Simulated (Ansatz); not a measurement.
HfB₂, DFT, PBEsol, PAW with Ansatz's default frozen-core files, scalar-relativistic (Ansatz 0.2.0), run on 1 thread of Intel(R) Xeon(R) Platinum 8124M CPU @ 3.00GHz (Skylake/Cascade Lake) on a shared host.

The geometry is COD entry 1510711, unchecked; take it as a test cell. The listed cell was then made from it by scaling, straining or moving an atom.

Command: `ansatz run input.yaml --threads 1 --pin off --max-ram 4096MiB --backend cpu --events-out ev --progress --plain --runs-dir out`

```yaml
crystal:
  lattice:
    - [3.1400001005, 0.0157000005, 0.0157000005]
    - [-1.556403451, 2.7114698546, 0.005746599]
    - [0.0174, 0.0174, 3.48]
  atoms:
    - { symbol: Hf, position: [0.0, 0.0, 0.0] }
    - { symbol: B, position: [0.3333333333, 0.6666666667, 0.5] }
    - { symbol: B, position: [0.6666666667, 0.3333333333, 0.5] }
kpoints:
  mp_grid: { grid: [15, 15, 12] }
scf:
  occupations: { method: fermi_dirac, width: 0.03 }
hamiltonian:
  xc: pbesol
  pseudopotentials: { kind: paw }
output:
  forces: true
  stress: true
  eigenvalues: true
  efg: { contact_densities: true }
```

**Question.** How large is the problem that the program sets up?

**Answer.** 1351 irreducible k-points, 563 plane waves at Γ, 20 bands.

**Question.** Estimate the wall time and the peak memory.

**Answer.** 32 s of wall time for 6 SCF iterations, with a peak of 0.95 GiB. Times on shared machines scatter by tens of per cent.

**Question.** And the same cell and mesh by crystal-made all-electron datasets, asked for forces, stress, eigenvalues, efg, on the same hardware?

**Answer.** 4.3 min, peak memory 2.6 GiB.
